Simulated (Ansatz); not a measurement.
The start is a relaxed Ru cell, doubled along one cell vector, shaken by Gaussian noise of σ = 0.08 Å a coordinate. The cell and all atomic positions are relaxed at zero pressure with PBE (plane waves to 420 eV, PAW, scalar-relativistic; Ansatz, an electronic-structure program). The first steps use a coarse 7×7×6 k-mesh.

The start:
```
Ru
1.0
    4.72547     0.00000     0.00000
    0.00000     4.72547     0.00000
    0.00000     0.00000     5.32589
Ru
8
Direct
  0.81581   0.81214   0.26697
  0.84362   0.81427   0.72286
  0.16916   0.17665   0.98525
  0.19403   0.17289   0.50455
  0.64345   0.35979   0.35569
  0.65664   0.33268   0.86874
  0.32694   0.67451   0.12771
  0.33493   0.65467   0.62439
```

| Item | Result |
|---|---|
| Initial pressure | +6.7 GPa (positive: the cell is compressed) |
| Largest initial force | 4.38 eV/Å, on Ru5 (atoms numbered as listed) |
| Volume change | -7.4 %, from 14.87 to 13.77 Å³/atom |
| Band gap at the end | zero (metallic) |
| Optimiser moves | 15 |

Final structure:

```cif
data_Ru2
_chemical_formula_sum 'Ru2'
_space_group_name_H-M_alt 'P63/mmc'
_space_group_IT_number 194
_space_group_name_Hall '-P 6c 2c'
_cell_length_a 2.72202
_cell_length_b 2.72202
_cell_length_c 4.29076
_cell_angle_alpha 90.000
_cell_angle_beta 90.000
_cell_angle_gamma 120.000
loop_
_atom_site_label
_atom_site_type_symbol
_atom_site_symmetry_multiplicity
_atom_site_Wyckoff_symbol
_atom_site_fract_x
_atom_site_fract_y
_atom_site_fract_z
_atom_site_occupancy
Ru1 Ru 2 d 0.66667 0.33333 0.25000 1
```

Final values are on a 20×20×11 k-mesh of the relaxed cell. No spin polarisation in the result.

Of the parent cell (P4₁2₁2 (No. 92)): it is a generated cell of Ru: the first start was made by a random draw of sites in a space group, and the end was not matched to a known phase here, so it may be hypothetical. Known forms of Ru include space group No. 194.
